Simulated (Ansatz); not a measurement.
CsI, in the lowest of the structures calculated here: Pm-3m (No. 221), cP2, CsCl type; a = 4.6100 Å, b = 4.6100 Å, c = 4.6100 Å, α = 90.00°, β = 90.00°, γ = 90.00°; Cs 1a (0.000, 0.000, 0.000); I 1b (0.500, 0.500, 0.500). All values below come from r2SCAN (plane waves to 500 eV, PAW, scalar-relativistic; Ansatz, a quantum-chemistry and plane-wave program). Element references, the lowest calculated here: Cs (Im-3m), I (Cmce).

**Question.** What formation energy of this Pm-3m form of CsI from the elements does r2SCAN give?

**Answer.** -1.78 eV/atom.

Static energies, no anion corrections, no zero-point energy. Values are rounded to 0.01 eV/atom. Spin-orbit coupling is missing from these energies, which matters for elements this heavy. The compounds carry no spin polarisation.
